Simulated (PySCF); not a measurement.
PySCF single point, B3LYP/6-31G*, density fitting, COSMO implicit ethylene carbonate (electrostatics alone), on formamidinium, CH5N2 (SMILES NC=[NH2+]), charge +1, multiplicity 1.

```python
from pyscf import gto, scf, dft
mol = gto.M(atom='''
N     -1.152867    -0.340887    -0.000014
C      0.000030     0.265263    -0.000062
N      1.152903    -0.340918    -0.000037
H     -1.224697    -1.352149     0.000048
H     -2.020029     0.178644     0.000031
H      0.000009     1.352178     0.000042
H      1.224731    -1.352178     0.000018
H      2.020029     0.178688     0.000062
''', basis='6-31G*', charge=1, spin=0, verbose=3)
mf = dft.RKS(mol, xc='B3LYP')
mf = mf.density_fit()
mf = mf.PCM()
mf.with_solvent.method = 'COSMO'
mf.with_solvent.eps = 90.5
mf.max_cycle = 100
e = mf.kernel()
print('converged', mf.converged)
print('E_total', e)
print('nao', mol.nao)
print('HOMO', mf.mo_energy[mf.mo_occ > 0].max())
mf.dip_moment()
```

Output:

```

WARN: PCM is an experimental feature. It is still in testing.
Features and APIs may be changed in the future.

converged SCF energy = -150.486388574069
converged True
E_total -150.48638857406917
nao 52
HOMO -0.3109403324478639

WARN: System has nonzero charge 1; the dipole moment is origin-dependent.
Location of origin: [0. 0. 0.]

Dipole moment(X, Y, Z, Debye):  0.00012, -1.14848,  0.00038
```

The total energy is -4094.94 eV, -2.94 eV from the same level's vacuum run.
